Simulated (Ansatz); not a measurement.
Every step of a relaxation of Lu (hcp type)

DFT, PBE, PAW with Ansatz's default frozen-core files, scalar-relativistic (Ansatz 0.2.0); a Γ-centred 14×14×8 k mesh, Fermi–Dirac smearing of 0.05 eV, no spin polarisation. The run relaxes shape and atoms at held volume.

Command: `ansatz run input.yaml --threads 1 --pin off --max-ram 2048MiB --backend cpu --events-out ev --progress --plain --runs-dir out` It took 34 s on 1 thread of Arm Neoverse V1, on a shared host, peak memory 0.38 GiB.

```yaml
crystal:
  lattice:
    - [2.7829696912, 0.0, 0.0]
    - [-1.3914848456, 2.4101224505, 0.0]
    - [0.0, 0.0, 4.3385607588]
  atoms:
    - { symbol: Lu, position: [0.3333333333, 0.6666666667, 0.25] }
    - { symbol: Lu, position: [0.6666666667, 0.3333333333, 0.75] }
kpoints:
  mp_grid: { grid: [14, 14, 8] }
scf:
  occupations: { method: fermi_dirac, width: 0.05 }
hamiltonian:
  xc: pbe
  pseudopotentials: { kind: paw }
output:
  forces: true
  stress: true
  write_density: true
  write_potential: true
  elf: true
  volumetric_format: npy
relax:
  f_tol: 0.005
  max_steps: 30
  cell: { stress_tol: 0.53, fix: [volume] }
```

Each step lists its free energy a cell above the last geometry, the pressure, the cell vectors (Å), and Cartesian positions (Å) with forces (eV/Å).

The first step:

```
step 1  dF = 67.56 meV  P = 101.4 GPa
  cell 2.7830 0.0000 0.0000  -1.3915 2.4101 0.0000  0.0000 0.0000 4.3386
  Lu 0.0000 1.6067 1.0846   0.0000 0.0000 0.0000
  Lu 1.3915 0.8034 3.2539   0.0000 0.0000 0.0000
```

Spin–orbit coupling is left out, which matters for the heavy atoms. The structure type is held throughout; the real material can change phase at far lower pressure.

The symmetry of the start is kept and no stability test is made, so the end need not be the stable phase.

Where does the relaxation end, and by which steps?

After 2 geometries, with conventional a, b, c = 2.717, 2.717, 4.552 Å, at 14.550 Å³/atom and 99.4 GPa in space group P6_3/mmc, with a shortest distance of 2.717 Å. The further steps:
```
step 2  dF = 0.00 meV  P = 99.4 GPa
  cell 2.7169 0.0000 0.0000  -1.3584 2.3529 0.0000  0.0000 0.0000 4.5523
  Lu 0.0000 1.5686 1.1381   0.0000 0.0000 0.0000
  Lu 1.3584 0.7843 3.4142   0.0000 0.0000 0.0000
step 3  dF = -0.21 meV  P = 99.4 GPa  (same geometry on a basis chosen anew; earlier energies don't compare to the last digit)
  cell 2.7169 0.0000 0.0000  -1.3584 2.3529 0.0000  0.0000 0.0000 4.5523
  Lu 0.0000 1.5686 1.1381   0.0000 0.0000 0.0000
  Lu 1.3584 0.7843 3.4142   0.0000 0.0000 0.0000
```
